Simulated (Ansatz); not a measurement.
CeTaN3:
```xyz
10
Lattice="2.8265 1.6319 4.6475 -2.8265 1.6319 4.6475 0.0000 -3.2638 4.6475" Properties=species:S:1:pos:R:3 pbc="T T T"
Ce     0.0000     0.0000     7.3325
Ce     0.0000     0.0000     0.3612
Ta     0.0000     0.0000    11.0058
Ta     0.0000     0.0000     4.0345
N      2.3034    -0.0528     7.7447
N     -1.1060     2.0212     7.7447
N     -1.1974    -1.9684     7.7447
N     -1.6291    -0.3365     5.4210
N      0.5231     1.5791     5.4210
N      1.1060    -1.2426     5.4210
```

Relaxed with r²SCAN.

Map the valence electron density (e/Å³), cut off at 2 on the plane through (0.526, 0.526, 0.526) spanned by u = [1, 0, 0] and v = [-1, 1, 1] in lattice vectors, from DFT-r²SCAN in the program Ansatz with PAW potentials.

x is the fraction of u, y of v (the angle between them is 90°; rows are the nearest grid lines); atoms in the plane: Ce at (0.00, 0.00), Ce at (0.00, 0.50), Ta at (0.53, 0.26), Ta at (0.53, 0.76).
```
y \ x   0.000  0.107  0.179  0.286  0.357  0.464  0.536  0.643  0.714  0.821  0.893   1.00
------  -----  -----  -----  -----  -----  -----  -----  -----  -----  -----  -----  -----
1.00     1.87   2.00  0.738  0.089  0.135  0.728   1.68   1.03  0.388  0.781   2.00   1.87
0.925    2.00   1.29  0.411  0.128  0.136  0.346  0.571  0.400  0.208  0.361   1.23   2.00
0.850   0.335  0.213  0.187  0.235  0.288   1.72   2.00  0.606  0.199  0.165  0.227  0.335
0.775   0.107  0.082  0.127  0.234  0.616   2.00   2.00   2.00  0.412  0.254  0.214  0.107
0.700   0.130  0.069  0.074  0.126  0.303   2.00   2.00   1.25  0.280  0.248  0.232  0.130
0.625   0.789  0.381  0.137  0.076  0.131  0.469  0.752  0.452  0.221  0.198  0.429  0.789
0.550    2.00   1.87  0.564  0.082  0.141  0.768   1.73   1.03  0.381  0.575   1.74   2.00
0.450    2.00   1.77  0.558  0.106  0.127  0.436  0.825  0.568  0.264  0.530   1.70   2.00
0.375   0.762  0.408  0.223  0.199  0.211  0.657   1.00  0.355  0.172  0.178  0.390  0.762
0.300   0.115  0.098  0.149  0.256  0.531   2.00   2.00   2.00  0.345  0.217  0.189  0.115
0.225   0.114  0.067  0.086  0.160  0.452   2.00   2.00   2.00  0.358  0.274  0.241  0.114
0.150   0.360  0.175  0.088  0.084  0.146  0.658   1.03  0.430  0.205  0.189  0.271  0.360
0.0750   2.00   1.35  0.389  0.077  0.137  0.648   1.31  0.822  0.324  0.396   1.25   2.00
0.000    1.87   2.00  0.738  0.089  0.135  0.728   1.68   1.03  0.388  0.781   2.00   1.87
```

The density is the valence pseudo-density with augmentation charge, so density and ELF within about 1 Å of a nucleus are not all-electron values.

Space group R3c. The start of the workflow was typed in or built on a structure type; neither database checked (COD, Materials Project) lists it. Its standing as an ambient phase is unchecked. The r²SCAN relaxation kept the symmetry of its start; whether a distortion lowers the energy is not shown. The workflow began spin-polarised and lost its moments. The 4f shell is in the valence. No Hubbard U is applied. Scalar-relativistic: spin–orbit coupling is off unless named, which matters more the heavier the elements.

Potentials: the earlier of the program's two PAW sets. The files were generated under PBE; for other functionals the program regenerates the frozen cores, and for LDA and PBEsol the local potential too.
